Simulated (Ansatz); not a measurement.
# Data sheet: AlNi (DFT)

AlNi:
```cif
data_AlNi
_chemical_formula_sum 'Ni1 Al1'
_space_group_name_H-M_alt 'P 1'
_space_group_IT_number 1
_cell_length_a 3.39424
_cell_length_b 3.39424
_cell_length_c 3.39424
_cell_angle_alpha 60.000
_cell_angle_beta 60.000
_cell_angle_gamma 60.000
loop_
_space_group_symop_operation_xyz
  'x, y, z'
loop_
_atom_site_label
_atom_site_type_symbol
_atom_site_fract_x
_atom_site_fract_y
_atom_site_fract_z
_atom_site_occupancy
Ni1 Ni 0.00000 0.00000 0.00000 1
Al1 Al 0.50000 0.50000 0.50000 1
```

Space group Fm-3m (No. 225), rock salt; conventional cell a = b = c = 4.800 Å, α = β = γ = 90.00°.

Method: plane-wave PAW PBEsol (Ansatz code). Geometry: relaxed at this level of theory. Other levels are named where they apply.

Cell and energy:

| Item | Result |
|---|---|
| Volume per atom | 13.83 Å³ |
| Density | 5.15 g/cm³ |
| Formation energy from the elements (no fitted shifts) | 0.004 eV/atom |

Electronic structure:

| Item | Result |
|---|---|
| Electronic character | metallic (no gap) |
| Density of states at the Fermi level | 0.36 states/eV per atom (mean over ±0.08 eV) |

Magnetism:

| Item | Result |
|---|---|
| Magnetic order | non-magnetic (starting moments vanished) |

Mechanics:

| Item | Result |
|---|---|
| Bulk modulus (Birch–Murnaghan fit) | 1210 kbar |
| Pressure derivative B′ | 4.3 |
| Elastic constants (relaxed ions, GPa) | C11 = 254, C12 = 55.0, C44 = -29.4 |
| Mechanical stability | unstable (C has a negative eigenvalue) |

Phonons:

| Quantity | Result |
|---|---|
| Highest zone-centre frequency | 286 cm⁻¹ |
| Zone-centre stability | no imaginary mode at Γ |

The start of the workflow was typed in or built on a structure type; neither database checked (COD, Materials Project) lists it. It is not the phase usual at ambient conditions (space group No. 221). The cell was relaxed with PBEsol under the symmetry of its start. The workflow began spin-polarised and lost its moments. As this level gives no gap, shear constants depend on the k-mesh and smearing (Fermi–Dirac, 0.1 eV here). As this level gives no gap, phonon frequencies hold no LO–TO term and depend on the k-mesh and smearing (Fermi–Dirac, 0.1 eV here). The references are the lowest solids computed at this level, not always the standard phases.

Potentials: the later of the program's two PAW sets.
